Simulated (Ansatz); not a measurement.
## CuI: computed property card

CuI:
```yaml
crystal:
  lattice:
    - [4.07026, 0.00000, 0.00000]
    - [0.00000, 4.07026, 0.00000]
    - [0.00000, 0.00000, 6.40131]
  atoms:
    - { symbol: Cu, position: [0.50000, 0.50000, 0.50000] }
    - { symbol: Cu, position: [0.00000, 0.00000, 0.50000] }
    - { symbol: I, position: [0.50000, 0.00000, 0.76357] }
    - { symbol: I, position: [0.00000, 0.50000, 0.23643] }
```

Space group P4/nmm (No. 129); conventional cell a = 4.0703 Å, b = 4.0703 Å, c = 6.4013 Å, α = 90.00°, β = 90.00°, γ = 90.00°.

Method: r²SCAN+D4 in the plane-wave PAW code Ansatz. Structure relaxed to zero pressure with the same functional. Other levels are named where they apply.

**Cell and energy**

```json
{
 "volume_per_atom": "26.51 Å³",
 "density": "5.96 g/cm³",
 "Formation energy from the elements (no fitted shifts)": "-0.16 eV/atom"
}
```

**Electronic structure**

```json
{
 "band_gap": "2.08 eV (direct)",
 "valence_band_maximum": "at Γ",
 "conduction_band_minimum": "at Γ",
 "electron_effective_mass": "0.23, 0.23, 0.24 mₑ (principal values)",
 "Electron effective mass with spin–orbit coupling": "0.23, 0.23, 0.24 mₑ (principal values)",
 "Hole effective mass, band 1 of 2 at the edge": "5.4 along x, 1.1 along z (mₑ)",
 "Hole effective mass, band 2 of 2 at the edge": "0.27 along x, 1.1 along z (mₑ)",
 "Hole effective mass with spin–orbit coupling": "0.41, 0.41, 0.98 mₑ (principal values)",
 "HSE06 gap on the r²SCAN+D4 cell": "2.92 eV",
 "Gap with spin–orbit coupling": "1.88 eV"
}
```

**Magnetism**

```json
{
 "magnetic_order": "non-magnetic (starting moments vanished)"
}
```

**Mechanics**

```json
{
  "Bulk modulus (Birch–Murnaghan fit)": "17.3 GPa",
  "Pressure derivative B′": "10.2"
}
```

**Charges**

```json
{
  "bader_charges": "Cu +0.36, I -0.36 e"
}
```

The start of the workflow was typed in or built on a structure type; the Crystallography Open Database copy checked does not list it. It is not the phase usual at ambient conditions (space group No. 216). Symmetry was held in the r²SCAN+D4 relaxation; its stability against distortions is not shown here. The workflow began spin-polarised and lost its moments. The references are the lowest solids computed at this level, not always the standard phases. Spin–orbit coupling is left out wherever it is not named.

Potentials: the earlier of the program's two PAW sets. The files were generated under PBE; for other functionals the program regenerates the frozen cores, and for LDA and PBEsol the local potential too.
